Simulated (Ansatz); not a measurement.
AlGaAs₂:
```yaml
crystal:
  lattice:
    - [4.01068, 0.00000, 0.00000]
    - [0.00000, 4.01068, 0.00000]
    - [0.00000, 0.00000, 5.65952]
  atoms:
    - { symbol: Ga, position: [0.00000, 0.00000, 0.00000] }
    - { symbol: As, position: [0.50000, 0.00000, 0.25021] }
    - { symbol: Al, position: [0.50000, 0.50000, 0.50000] }
    - { symbol: As, position: [0.00000, 0.50000, 0.74979] }
```

x, y and z are the axes in which the lattice vectors are written.

Give the proper piezoelectric stress tensor with relaxed ions from DFT-PBEsol in the program Ansatz with PAW potentials.

In C/m², rows x, y, z, Voigt columns; mesh uncertainty up to 0.01.
```
 0.00   0.00   0.00   0.00  -0.15   0.00
 0.00   0.00   0.00   0.15   0.00   0.00
-0.13   0.13   0.00   0.00   0.00   0.00
```

The elastic tensor of the same run (GPa):

```
 134  26.9  51.9   0.0   0.0   0.0
26.9   134  51.9   0.0   0.0   0.0
51.9  51.9   108   0.0   0.0   0.0
 0.0   0.0   0.0  52.7   0.0   0.0
 0.0   0.0   0.0   0.0  52.7   0.0
 0.0   0.0   0.0   0.0   0.0  28.4
```

Convert to strain constants d = e·S.

In pC/N:
```
 0.0   0.0   0.0   0.0  -2.8   0.0
 0.0   0.0   0.0   2.8   0.0   0.0
-1.2   1.2   0.0   0.0   0.0   0.0
```

Space group P-4m2. The start of the workflow was typed in or built on a structure type; neither database checked (COD, Materials Project) lists it. Its standing as an ambient phase is unchecked. Symmetry was held in the PBEsol relaxation; whether a distortion lowers the energy is not shown. Signs of piezoelectric constants follow the polarity of the cell as given.

Potentials: the later of the program's two PAW sets.
